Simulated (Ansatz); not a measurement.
Trial structure of Sc4InSb, not yet relaxed:

```cif
data_structure
_symmetry_space_group_name_H-M 'P4/mmm'
_symmetry_Int_Tables_number 123
_cell_length_a 4.3863
_cell_length_b 4.3863
_cell_length_c 6.3314
_cell_angle_alpha 90.000
_cell_angle_beta 90.000
_cell_angle_gamma 90.000
_cell_volume 121.81
loop_
_atom_site_label
_atom_site_type_symbol
_atom_site_symmetry_multiplicity
_atom_site_Wyckoff_symbol
_atom_site_fract_x
_atom_site_fract_y
_atom_site_fract_z
_atom_site_occupancy
Sc1 Sc 4 i 0.50000 0.00000 0.26574 1
In1 In 1 b 0.00000 0.00000 0.50000 1
Sb1 Sb 1 c 0.50000 0.50000 0.00000 1
```

Method: DFT PBE, scalar-relativistic, plane waves, PAW (Ansatz). Settings: cutoff 420 eV, Γ-centred mesh 4×4×4 on the computed 6-atom cell, Gaussian smearing of 0.10 eV; no spin polarisation.

The zero of energy is the elements' standard structures at the same level; no fitted shifts are applied.

Q: How far from equilibrium is it?

A: The pressure is 28.6 GPa (the mean over three directions, positive in compression), the largest force is 1.02 eV/Å, and the energy is +0.18 eV/atom against the elements. The shortest distance is 2.65 Å.

Q: Is it a good guess?

A: A rough one: relaxing gains about 0.47 eV/atom (the start's value is from the coarse mesh, so the gain is rough) in 10 ionic steps and ends at −0.29 eV/atom on the finer mesh. The symmetry stays P4/mmm (No. 123). The volume per atom grows by 31.2 %, from 20.3 to 26.6 Å³. The shortest distance goes from 2.65 Å (Sc–In) to 2.95 Å (Sc–In). Conventional cell: a = 4.846 Å, c = 6.804 Å. Around Sc lie 2 In at 2.95 Å, 2 Sb at 2.97 Å and 6 Sc at 3.36–3.45 Å; In is surrounded by 8 Sc at 2.95 Å; around Sb lie 8 Sc at 2.97 Å.

The last run used an 8×8×6 mesh (in the run's order of axes) for its 6-atom cell and Gaussian smearing of 0.10 eV. These runs have no spin–orbit coupling, which can matter for Sb. The cell is a metal run without spin; a magnetic state may lie lower. The relaxation can't lower the symmetry of the start, and the grade says only how near the guess is to its own end. Symmetry constrained the relaxation, so the result can be a saddle point.
